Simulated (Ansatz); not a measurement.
## HfBi$_{2}$O$_{2}$: computed properties

All numbers below come from Ansatz, DFT PBE, scalar-relativistic, plane waves, PAW.

Cutoff 420 eV; k points 12×12×4 on the computed 5-atom cell (Γ-centred); Gaussian smearing, width 0.10 eV; no spin polarisation.

The structure is relaxed at this level of theory with its symmetry kept, and needn't be the ground state of this composition.

```cif
data_structure
_symmetry_space_group_name_H-M 'P-6m2'
_symmetry_Int_Tables_number 187
_cell_length_a 3.2433
_cell_length_b 3.2433
_cell_length_c 11.5330
_cell_angle_alpha 90.000
_cell_angle_beta 90.000
_cell_angle_gamma 120.000
_cell_volume 105.06
loop_
_atom_site_label
_atom_site_type_symbol
_atom_site_symmetry_multiplicity
_atom_site_Wyckoff_symbol
_atom_site_fract_x
_atom_site_fract_y
_atom_site_fract_z
_atom_site_occupancy
Hf1 Hf 1 d 0.33333 0.66667 0.50000 1
Bi1 Bi 2 g 0.00000 0.00000 0.86818 1
O1 O 2 i 0.66667 0.33333 0.39895 1
```

Question: Formation energy from the elements' standard states (uncorrected)?

Answer: -1.504 eV/atom.

Question: Kohn–Sham band gap?

Answer: none (metal).

Question: Density of states at the Fermi level?

Answer: 4.0 states/eV per cell.

Question: Orbital (Löwdin) character within 0.5 eV of the Fermi level?

Answer: Hf 5d 45 %, Bi 6p 38 %, O 2p 9 %.

Question: Bader charge by site (e)?

Answer: Hf (1 in the cell) 2.35, Bi (2 in the cell) 0.11, O (2 in the cell) -1.29.

Spin-orbit coupling is left out, which matters for the bands of heavy elements. The cell holds layers, chains or molecules and no dispersion correction was added, so their binding is poorly described.

The cell was found from a structure generator's guess, not taken from experiment. Löwdin shares on free-atom orbitals overweight diffuse shells.
